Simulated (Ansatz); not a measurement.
Relaxed candidate structures of CsSnI$_{3}$:

A. Amm2 (No. 38), oS10; a = 11.115 Å, b = 7.212 Å, c = 7.341 Å, α = β = γ = 90.00°; Cs 2b (0.500, 0.500, 0.657); I 4c (0.182, 0.000, 0.910); I 2b (0.500, 0.500, 0.155); Sn 2a (0.000, 0.000, 0.170); non-magnetic

B. Pm-3m (No. 221), cP5, cubic perovskite type; a = 6.131 Å, b = 6.131 Å, c = 6.131 Å, α = 90.00°, β = 90.00°, γ = 90.00°; Cs 1a (0.000, 0.000, 0.000); Sn 1b (0.500, 0.500, 0.500); I 3c (0.000, 0.500, 0.500); non-magnetic

C. R-3, hexagonal axes (No. 148), hR10, AFLOW prototype AB3C_hR10_148_c_f_c (as in TiFeO3); a = b = 8.3732 Å, c = 24.2273 Å, α = β = 90.00°, γ = 120.00°; Sn 6c (0.000, 0.000, 0.329); I 18f (0.577, 0.005, 0.081); Cs 6c (0.000, 0.000, 0.129); non-magnetic

D. Pc (No. 7), mP10; a = 7.969 Å, b = 6.763 Å, c = 8.430 Å, α = γ = 90.00°, β = 105.98°; Cs 2a (0.162, 0.353, 0.070); I 2a (0.643, 0.639, 0.467); I 2a (0.365, 0.139, 0.498); I 2a (0.934, 0.135, 0.648); Sn 2a (0.651, 0.020, 0.308); non-magnetic

E. P1 (No. 1), aP10; a = 4.5836 Å, b = 9.8257 Å, c = 10.5540 Å, α = 111.59°, β = 100.49°, γ = 92.17°; non-magnetic

F. F-43m (No. 216), cF40; a = 12.700 Å, b = 12.700 Å, c = 12.700 Å, α = 90.00°, β = 90.00°, γ = 90.00°; Cs 4d (0.750, 0.750, 0.750); Cs 4a (0.000, 0.000, 0.000); I 24f (0.000, 0.000, 0.268); Sn 4c (0.250, 0.250, 0.250); Sn 4b (0.500, 0.500, 0.500); ferromagnetic

Question: Put the candidates in order of energy per atom, lowest first, for PBEsol (plane waves to 420 eV, PAW, scalar-relativistic; Ansatz, a program for electronic structure).

Answer: B (reference), D (+0.027 eV/atom), C (+0.032 eV/atom), E (+0.046 eV/atom), A (+0.259 eV/atom), F (+0.45 eV/atom)

The lowest structure calculated, Pnma, oP20, AFLOW prototype AB3C_oP20_62_c_cd_a (as in CaTiO3), non-magnetic, is not among these; it lies 0.01 eV/atom below the lowest of them. Probably no minimum, since a slightly shaken restart fell lower: Amm2, oS10, non-magnetic (by 0.21 eV/atom, to P1). Each run could gain symmetry but not lose that of its start, so entries can be saddle points. From databases, or of a type measured for this composition: Pm-3m, cP5, cubic perovskite type, non-magnetic; the others are generated cells (placed on structure types, drawn at random, substituted or restacked) that were not matched to a known phase here. Each structure is listed in the lowest spin state found for it. Static energies at zero pressure. The runs use different k-meshes, so differences are rounded accordingly. Spin states reached: non-magnetic, ferromagnetic; non-magnetic ones ran without spin or lost their moments; spin orders were not searched systematically. Without spin-orbit coupling the bands of the heavy element are not split, so the gap can be far off. Gaps of cells over 8 atoms come from the SCF mesh and high-symmetry points alone.
